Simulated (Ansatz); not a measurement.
Relaxed-ion elastic tensor of VN in space group Pm-3m (No. 221; V on 3c, N on 3d) in GPa (Voigt order), plane-wave PAW PBEsol (Ansatz code); density 5.45 g/cm³, 9.90 Å³ per atom.

```csv
,1,2,3,4,5,6
1,488,190,190,0.0,0.0,0.0
2,190,488,190,0.0,0.0,0.0
3,190,190,488,0.0,0.0,0.0
4,0.0,0.0,0.0,68.3,0.0,0.0
5,0.0,0.0,0.0,0.0,68.3,0.0
6,0.0,0.0,0.0,0.0,0.0,68.3
```

Task: Is the crystal mechanically stable?

Result: Yes: the smallest eigenvalue of C is 68.3 GPa.

Task: Work out the Voigt, Reuss and Hill averages.

Result: K_V = 289, K_R = 289, K_H = 289; G_V = 101, G_R = 87.2, G_H = 93.9 GPa.

Task: Give Young's modulus, Poisson's ratio, Pugh's ratio and the universal anisotropy index.

Result: E = 9KG/(3K + G) = 254 GPa; ν = 0.35; K/G = 3.08 (ductile by the Pugh limit of 1.75); A_U = 5G_V/G_R + K_V/K_R − 6 = 0.77.

Task: Estimate the sound speeds and the Debye temperature.

Result: v_l = √((K + 4G/3)/ρ) = 8720 m/s, v_t = √(G/ρ) = 4150 m/s, mean 4670 m/s; Θ = (h/k)(3n/4πV)^(1/3) v_m = 648 K.

Task: Give the Zener ratio and Young's modulus along [100], [110] and [111].

Result: A = 2C44/(C11 − C12) = 0.46; 1/E = S11 − 2(S11 − S12 − S44/2)Γ with Γ = 0, 1/4, 1/3 gives 382, 217, 190 GPa.

Task: Solve the Christoffel equation for the three sound speeds along [100], [110], [111].

Result: Eigenvalues of C_ijkl n_j n_l equal ρv². In km/s, slowest first: [100] 3.54, 3.54, 9.46; [110] 3.54, 5.23, 8.65; [111] 4.74, 4.74, 8.35.

The start of the workflow was typed in or built on a structure type; neither database checked (COD, Materials Project) lists it. It is not the phase usual at ambient conditions (space group No. 225). The cell was relaxed with PBEsol under the symmetry of its start; its stability against distortions is not shown here. Magnetic state: ferromagnetic, the only order run, not a proven ground state. No Hubbard U is applied. As this level gives no gap, shear constants depend on the k-mesh and smearing (Fermi–Dirac, 0.1 eV here).

Potentials: the earlier of the program's two PAW sets. The files were generated under PBE; for other functionals the program regenerates the frozen cores, and for LDA and PBEsol the local potential too.
